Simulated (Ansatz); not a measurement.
TiRh:
```yaml
crystal:
  lattice:
    - [2.94881, 0.00000, 0.00000]
    - [0.00000, 2.94881, 0.00000]
    - [0.00000, 0.00000, 3.38454]
  atoms:
    - { symbol: Ti, position: [0.50000, 0.50000, 0.50000] }
    - { symbol: Rh, position: [0.00000, 0.00000, 0.00000] }
```

Relaxed with r²SCAN. Special points in fractions of this cell's reciprocal vectors: Γ (0.000, 0.000, 0.000); X (0.000, 0.500, 0.000); M (0.500, 0.500, 0.000); Z (0.000, 0.000, 0.500); R (0.000, 0.500, 0.500); A (0.500, 0.500, 0.500).

List the band energies nearest the Fermi level at these points for plane-wave PAW r²SCAN (Ansatz code).

In eV from the Fermi level; about four levels below and three above (degenerate sets whole), none deeper than 8.9 eV; points with the same levels are listed once.

```json
[
 {"k": "Γ", "below": "-5.38 -2.63 -2.63 -1.82", "above": "0.28 1.40 2.71"},
 {"k": "X", "below": "-2.63 -1.84 -0.90 -0.31", "above": "0.74 1.43 1.69"},
 {"k": "M", "below": "-5.28 -4.54 -4.54 -0.31", "above": "0.87 1.53 1.53"},
 {"k": "Z", "below": "-2.40 -2.40 -1.45 -1.33 -0.70", "above": "0.92 0.92 2.13"},
 {"k": "R", "below": "-5.36 -3.45 -3.26 -1.56", "above": "0.25 0.44 0.47"},
 {"k": "A", "below": "-1.63 -1.63 -1.13 -0.29", "above": "2.42 3.09 9.26"}
]
```

Space group P4/mmm (L1₀ or tetragonal B2). The first step of the workflow began from a Materials Project structure, measured or hypothetical; the Crystallography Open Database files this formula in space group No. 123, but the cells were not matched. Whether it is the stable phase at ambient conditions was not checked. The cell was relaxed with r²SCAN under the symmetry of its start; whether a distortion lowers the energy is not shown. The run is not spin-polarised. Scalar-relativistic: spin–orbit coupling is off unless named, which matters more the heavier the elements.

Potentials: the later of the program's two PAW sets.
